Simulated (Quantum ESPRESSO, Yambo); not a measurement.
SiC at +1 % biaxial strain: DFT and GW levels

```
CELL_PARAMETERS angstrom
      3.10691     0.00000     0.00000
     -1.55346     2.69066     0.00000
      0.00000     0.00000     5.03809
ATOMIC_POSITIONS crystal
  C  0.33333 0.66667 0.87606
  C  0.66667 0.33333 0.37606
  Si 0.33333 0.66667 0.49894
  Si 0.66667 0.33333 0.99894
```

The PBEsol cell relaxed from Materials Project entry mp-7140 was given a biaxial strain of +1 % along x and y, z relaxed, and the atoms were relaxed again.

Starting point: PBEsol (Quantum ESPRESSO, PseudoDojo norm-conserving, 82 Ry, scalar-relativistic). G0W0 in Yambo: 6×6×4 Γ-centred k mesh, 76 bands and a 8 Ry block in the screening, 76 bands in G with the Bruneval-Gonze terminator, plasmon pole fitted at 27.2 eV.

```yaml
PBEsol gap along the band path: 2.24 eV
PBEsol gap between the mesh's edge points (Γ → K): 2.24 eV
G0W0 gap between the same points: 3.07 eV
PBEsol smallest direct gap on the mesh (at M): 3.73 eV
G0W0 direct gap at that point: 4.73 eV
```

```json
[
 {"k point": "Γ", "band": "VB", "E PBEsol (eV)": "0.00", "E QP (eV)": "-0.48", "shift (eV)": "-0.48", "Z": "0.80"},
 {"k point": "Γ", "band": "CB", "E PBEsol (eV)": "4.42", "E QP (eV)": "4.87", "shift (eV)": "0.45", "Z": "0.81"},
 {"k point": "A", "band": "VB", "E PBEsol (eV)": "-0.74", "E QP (eV)": "-1.31", "shift (eV)": "-0.57", "Z": "0.80"},
 {"k point": "A", "band": "CB", "E PBEsol (eV)": "5.55", "E QP (eV)": "6.00", "shift (eV)": "0.45", "Z": "0.81"},
 {"k point": "M", "band": "VB", "E PBEsol (eV)": "-1.17", "E QP (eV)": "-1.78", "shift (eV)": "-0.61", "Z": "0.79"},
 {"k point": "M", "band": "CB", "E PBEsol (eV)": "2.56", "E QP (eV)": "2.95", "shift (eV)": "0.39", "Z": "0.82"},
 {"k point": "K", "band": "VB", "E PBEsol (eV)": "-3.73", "E QP (eV)": "-4.52", "shift (eV)": "-0.79", "Z": "0.79"},
 {"k point": "K", "band": "CB", "E PBEsol (eV)": "2.24", "E QP (eV)": "2.59", "shift (eV)": "0.34", "Z": "0.83"}
]
```

Energies count from the PBEsol valence-band maximum.

Convergence of the G0W0 settings was not tested.
